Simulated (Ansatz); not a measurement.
**Structures of Co₂O: which is lowest?**

Plane-wave DFT in Ansatz with scalar-relativistic PAW potentials, cutoff 420 eV, Γ-centred meshes chosen by cell and gap, Gaussian smearing with energies taken to zero width. Every cell was relaxed (cell and atoms) in a run of its own, within the symmetry of its start. Functional: PBE.

Relaxed structures (starts from databases or built by putting these elements on another compound's sites):
A. Pnnm, 6 atoms in the computed cell, a = 4.648 Å, b = 4.985 Å, c = 2.659 Å; sites (symmetry × multiplicity) Co ..m × 4, O ..2/m × 2; start: built
B. P4_2/mnm, 6 atoms in the computed cell, a = 4.874 Å, c = 2.666 Å; sites (symmetry × multiplicity) Co m.2m × 4, O m.mm × 2; start: built

Q: Rank them by energy. Could pressure change the order?

A:
| structure | group | E − E(lowest) (meV/atom) | V (Å³/atom) | gap on mesh (eV) |
| --- | --- | --- | --- | --- |
| A | Pnnm | 0.0 | 10.27 | 0.00 |
| B | P4_2/mnm | 14.4 | 10.55 | 0.00 |

A is lowest, 14 meV/atom under B. The lowest is also the densest of these, so pressure wouldn't bring one of the others in at first order. Other structures may lie lower than all of these, and vibrations aren't counted.

Moments started parallel, and an antiferromagnetic order may lie lower. Magnetic cells started from one order each; another order can shift an energy by tens of meV per atom.